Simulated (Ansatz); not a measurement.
GaAs:
```yaml
crystal:
  lattice:
    - [0.00000, 2.83325, 2.83325]
    - [2.83325, 0.00000, 2.83325]
    - [2.83325, 2.83325, 0.00000]
  atoms:
    - { symbol: As, position: [0.75000, 0.75000, 0.75000] }
    - { symbol: Ga, position: [0.00000, 0.00000, 0.00000] }
```

r²SCAN in the plane-wave PAW code Ansatz gives a gap of 0.96 eV without spin–orbit coupling, maximum at Γ, minimum at Γ.

Q: What happens when spin–orbit coupling is switched on?

A: The gap falls by 0.10 eV, to 0.86 eV; maximum at Γ, minimum at Γ.

Q: How large is the spin–orbit splitting of the valence top at Γ?

A: The fourfold level lies 0.33 eV above the split-off pair.

Q: Give the electron effective mass with spin–orbit coupling.

A: 0.050 mₑ (isotropic).

Q: Give the hole effective mass with spin–orbit coupling, band 1 of 2 at the edge.

A: 0.32 along [100], 0.59 along [110], 0.78 along [111] (mₑ).

Q: Give the hole effective mass with spin–orbit coupling, band 2 of 2 at the edge.

A: 0.063 along [100], 0.058 along [110], 0.057 along [111] (mₑ).

Space group F-43m (zinc blende). The r²SCAN relaxation kept the symmetry of its start.

Potentials: the later of the program's two PAW sets.
